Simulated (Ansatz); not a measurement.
Here is the system:

LiH (rock salt, Fm-3m), a = b = c = 4.005 Å, α = β = γ = 90.00°; the cell used has 2 atoms.

This is the r²SCAN-relaxed structure.

All from the program Ansatz at the r²SCAN level (PAW), unless another level is named. Predict the Young's modulus.

94.6 GPa.

And the highest zone-centre frequency (without LO–TO term)?

18.16 THz.

What about the elastic constants (relaxed ions, GPa)?

C11 = 83.5, C12 = 12.6, C44 = 51.7.

Next, the zero-point energy?

114.7 meV/atom.

Symmetry was held in the r²SCAN relaxation; phonons on a q-mesh show no instability.

Potentials: the later of the program's two PAW sets.
